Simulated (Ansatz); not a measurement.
An Ansatz input:

```yaml
crystal:
  lattice:
    - [0.0, 2.5165803179, 2.5165803179]
    - [2.5165803179, 0.0, 2.5165803179]
    - [2.5165803179, 2.5165803179, 0.0]
  atoms:
    - { symbol: Pd, position: [1.0, 0.0, 0.0], spin: 0.5 }
    - { symbol: Pd, position: [0.5, 0.5, 0.5], spin: -0.5 }
hamiltonian:
  xc: r2scan
  pseudopotentials:
    kind: paw
    azcp:
      Pd: "pseudopotentials/Pd.paw.azcp"
basis:
  ecutwfc: 500
  fft_grid_basis: typed
kpoints:
  mp_grid: { grid: [12, 12, 12], shift: [0, 0, 0] }
magnetization:
  spin_polarized: true
scf:
  occupations: { method: fermi_dirac, width: 0.05 }
  lower_state_search: "off"
output:
  stress: true
```

and its output:

```
Engine: ansatz 0.2.0, x86_64-unknown-linux-gnu
Pseudopotentials: kind: paw
Pseudopotential: Pd, paw, valence charge 18, recommended cutoff 500 eV (meta_gga) 
Functional definition: r2SCAN
  parameter k0 = 0.174
  parameter k1 = 0.065
  parameter a1 = 4.9479
  exchange = r2scan_x(k0 = k0, k1 = k1, a1 = a1)
  correlation = r2scan_c
Crystal: 2 atoms, lattice volume = 31.876 Å³
Basis set: ecut = 500 eV, 869 PW (Γ), exchange–correlation on 108×108×108 points (64 copies of the dense FFT grid, shifted against one another)
Bands: 23, of which v1, the nominal top of the filled ones, is band 18 counted from 1 (17 counted from 0)
Symmetry: 48 space group operations
Space group: Fm-3m (ITA 225), of the structure as read, at distance tolerance 3.2e-5 Å
Magnetic group: BNS 225.121 (UNI 1623), of the structure as read, at distance tolerance 3.2e-5 Å
k-points: 72 of 1728
Non-local potential: Pd, projectors of the file, l = 0: 2, l = 1: 2, l = 2: 2, l = 3: 1
PAW form: soft (Blöchl's): semilocal exchange-correlation on the pseudo side does not see the compensation charge
PAW frozen core: Pd, regenerated for the run's functional (the file was generated under x = pbe(κ = 0.804, μ = 0.2195149727645171), c = pbe(β = 0.06672455060314922))
PAW one-centre angular grid: Pd, 590 points (default); XC on 160 Gauss nodes
Initial density: superposition of atomic densities (chi_scale 0.1, normalization cell)
Starting moments: Σ|m| = 1 μB on 2 of 2 sites
Starting magnetic order: antiferromagnet; a translation exchanges its spin sublattices: spin-degenerate at every k-point
Initial wavefunctions: pseudopotential atomic-orbital guess
Functional: x = r2scan, c = r2scan; τ floored in thin density (d = 2e-4 eV/Å³)
the translation (0.5, 0.5, 0.5) carries every atom to within crystal.symmetry.tolerance of an atom of its element with the starting moment reversed, but both spin channels are solved: the dense FFT box has an odd point count along it
SCF iter   1: F=-13968.135917 eV  HF=-13971.453890 eV  |F-HF|=3.32e0  |Δ(HF+E_count)|=         —  Δρ=6.54e-2 (↑6.54e-2 ↓6.54e-2)  dr2=4.63e0  dr2_τ=2.64e-2  dr2_m=1.95e-1  M=-0.000 μB ∫|m|=0.251 μB  β_m=0.30  ethr=3.10e-3  ⟨swp⟩=4.8  Hψ=13590  notcnv=0
spin=Collinear: Kerker preconditioning applied to the charge; magnetization (m = ρ↑ − ρ↓) channel mixes plain (no charge-response kernel on spin).
SCF iter   2: F=-13969.701749 eV  HF=-13970.644939 eV  |F-HF|=9.43e-1  |Δ(HF+E_count)|=   8.09e-1  Δρ=4.10e-2 (↑4.10e-2 ↓4.10e-2)  dr2=1.60e0  dr2_τ=1.97e-2  dr2_m=1.21e-1  M=-0.000 μB ∫|m|=0.187 μB  β_m=0.30  ethr=3.10e-3  ⟨swp⟩=2.8  Hψ=7322  notcnv=0  defer=39  κ⁻¹=1.0e0(r=1)
...
iter 13 did not close the SCF: its close was put off for a magnetic moment that had not settled (scf_convergence_deferred on its scf_iter line)
SCF iter  13: F=-13970.405185 eV  HF=-13970.405185 eV  |F-HF|=2.31e-9  |Δ(HF+E_count)|=   8.30e-9  Δρ=1.45e-6 (↑1.44e-6 ↓1.45e-6)  dr2=1.32e-9  dr2_τ=3.15e-11  dr2_m=2.54e-10  M=-0.000 μB ∫|m|=0.000 μB  β_m=0.88  ethr=8.86e-12  ⟨swp⟩=1.1  Hψ=9724  notcnv=0  κ⁻¹=5.8e-8(r=6)
SCF iter  14: F=-13970.405185 eV  HF=-13970.405185 eV  |F-HF|=2.78e-10  |Δ(HF+E_count)|=   2.31e-9  Δρ=6.65e-7 (↑6.65e-7 ↓6.52e-7)  dr2=5.44e-10  dr2_τ=4.48e-12  dr2_m=1.52e-12  M=-0.000 μB ∫|m|=0.000 μB  ethr=3.66e-12  ⟨swp⟩=1.0  Hψ=9072  notcnv=0
WARN: the starting moments were not kept: the SCF closed with an absolute magnetisation of 1.7e-6 μB, where they sum to 1 μB in size (2 sites). That is at most 0.1 of that sum. Measured as dr2_m measures the in/out step, that magnetisation stands 1.0e-12 eV from none, at or under the dr2_threshold of 1.0e-7 eV: it is no larger than a step whose dr2_m would equal this threshold. The system may hold no moment; this SCF shows only that its start led to no more than that. To try another start: raise the starting moments (crystal.atoms[].spin, magnetization.per_species, magnetization.initial_magnetization, or on a non-collinear deck that types none of these the spinor_matrix: blocks that start its atoms; where the total moment is fixed, keep their sum and leave initial_magnetization as it is; typed ones take the place of any that the run laid by itself, positive ones on a crystal's lanthanoids without a Hubbard term where scf.initial_density.shell_occupations: [] is typed) or, if the notice of its spin-set hold's release reads "site moments contracting" or "site moments show no strong build", lengthen the hold (scf.mixing.spin_hold: { on: { confirm: 4 } }; for m-r²SCAN on two components see the key's manual first). Each may lead to a state that holds a moment. A second SCF, from the converged charge density, with the starting moments and any scf.initial_density.shell_occupations laid on it anew, would have followed, and was not run: the deck does not ask for one (magnetization.retry_lost_moments is false, the default). To let it run, set magnetization.retry_lost_moments: true and run the deck again, where that key's refused combinations let it; where memory then withholds it, that run's warning says so.
SCF 1 converged in 14 iterations: F = -13970.405185 eV  dr2 = 5.44e-10
this state was not tested for a lower state beside it, because the mixer in use, unlike msr1, does not test its closes by its own steps (another_mixer; see scf.mixing.algorithm and scf.lower_state_search)
SCF converged after 14 iterations
Magnetization: -0.0000 μB (18.0000 up, 18.0000 down)
Absolute magnetization: 0.0000 μB (∫|ρ↑−ρ↓|, with the PAW one-centre terms)
Spin contamination: 0.0000 ħ² per cell (⟨S²⟩ above its minimum at these occupations)
Per-site moments (μB) at R_I (Å): [(-6.145474462104425e-7, 1.03808938113375), (-2.58940816392852e-7, 1.03808938113375)]
Free energy (F): -13970.405185 eV
Harris-Foulkes:  -13970.405185 eV  (|F-HF|=2.78e-10)
Internal energy: -13970.384101 eV  (E = F + TS)
E sigma→0 (E₀):  -13970.394643 eV
Entropy (-TS):   -0.021083 eV (-10.542 meV/atom)
Fermi energy:    17.940791 eV
--- Per-component energies (eV) ---
  E_band       = -371.856105
  E_kinetic    = 1036.858410
  E_local      = -3916.059426  (includes V_loc(G=0)·N_el)
  E_nonlocal   = 436.571421
  E_hartree    = 1600.643170
  E_xc         = -321.283208
  E_vxc        = -465.876454  (∫ρ·V_xc dr)
  E_paw        = -7546.148230  (= ΣΔE_a)
  E_vpaw       = -698.869601  (= ΣTr[D̂ρ^β])
  E_aug_tail   = 0.000217  (compensation charges beyond the density's cutoff)
  E_vtau       = 34.233923  (kinetic-family band-sum trace: ∫τ·v_τ [+ j·A + Jᵃ·Aᵃ] dr)
  E_ewald      = -5260.062284
  E_core_change = -0.904173  (= ΣΔE_core)
  E_smearing   = -0.021083  (= −TS)
  E_closure    = -0.000000  (closes the sum)
  Σ components = -13970.405185   (vs F -13970.405185, Δ=0.00e0)
--- Stress (GPa, compression-positive) ---
       14.395661      -0.000000       0.000000
        0.000000      14.395661      -0.000000
        0.000000      -0.000000      14.395661
  P = ⅓ Tr σ = 14.3957 GPa (143.957 kbar)
```

Command:

```sh
ansatz run input.yaml --threads 1 --pin off --max-ram 3584MiB --backend cpu --events-out ev --progress --plain --runs-dir out
```

On 1 thread of Intel(R) Xeon(R) Platinum 8259CL CPU @ 2.50GHz (Skylake/Cascade Lake) (shared host) this took about 29 s of wall time and 29 s of CPU time.
